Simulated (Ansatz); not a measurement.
Be:
```
Be
1.0
    2.22606     0.00000     0.00000
   -1.11303     1.92783     0.00000
    0.00000     0.00000     3.51612
Be
2
Direct
  0.33333   0.66667   0.75000
  0.66667   0.33333   0.25000
```

Relaxed with LDA. Special points in fractions of this cell's reciprocal vectors: Γ (0.000, 0.000, 0.000); M (0.500, 0.000, 0.000); K (0.333, 0.333, 0.000); A (0.000, 0.000, 0.500); L (0.500, 0.000, 0.500); H (0.333, 0.333, 0.500).

Task: List the band energies nearest the Fermi level at these points for plane-wave PAW LDA (Ansatz code).

Result: In eV from the Fermi level; about four levels below and three above (degenerate sets whole), none deeper than 8.9 eV; … stands for higher levels left out; points with the same levels are listed once.

```csv
k,below,above
Γ,-4.68,1.30 …
M,-5.18 -3.15,3.64 6.63 …
K,-2.60 -1.01 -1.01,…
A,–,10.92 10.92 …
L,-3.80 -3.80,1.79 1.79 …
H,-1.23 -1.23,0.31 0.31 …
```

Space group P6_3/mmc (hcp (Mg type)). The cell was relaxed with LDA under the symmetry of its start.

Potentials: the earlier of the program's two PAW sets. The files were generated under PBE; for other functionals the program regenerates the frozen cores, and for LDA and PBEsol the local potential too.
